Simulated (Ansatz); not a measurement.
**Kick test of a cell of Cd4Se3S**

The structure comes from a generated guess, relaxed at this level; another structure or a mixture of phases may lie lower.

These are results of DFT PBE, scalar-relativistic, plane waves, PAW (Ansatz 0.2.0), not measurements. Plane waves to 420 eV, a k mesh through Γ of 6×6×6 on the computed 8-atom cell and Gaussian smearing (0.02 eV); no spin polarisation.

The cell below (8 atoms, space group P-43m (No. 215)) is relaxed within its symmetry.

```
Cd Se S
1.0
     6.12794    0.00000    0.00000
     0.00000    6.12794    0.00000
     0.00000    0.00000    6.12794
Cd Se S
4 3 1
Direct
  0.75610 0.75610 0.24390
  0.75610 0.24390 0.75610
  0.24390 0.75610 0.75610
  0.24390 0.24390 0.24390
  0.00000 0.50000 0.50000
  0.50000 0.00000 0.50000
  0.50000 0.50000 0.00000
  0.00000 0.00000 0.00000
```

For the test it was strained at random (σ = 1.5 % a component), the atoms were moved at random (σ = 0.10 Å), and all was relaxed again on a coarse 2×2×2 mesh (in the run’s order of axes) with 0.10 eV smearing, with no symmetry imposed.

Question: What happens?

Answer: It returns, within 1 meV/atom of the unmoved cell on that mesh and with the same symmetry when read at 0.1 Å. No instability shows in this cell; modes of other wave vectors, which need another repeat, aren't tested.
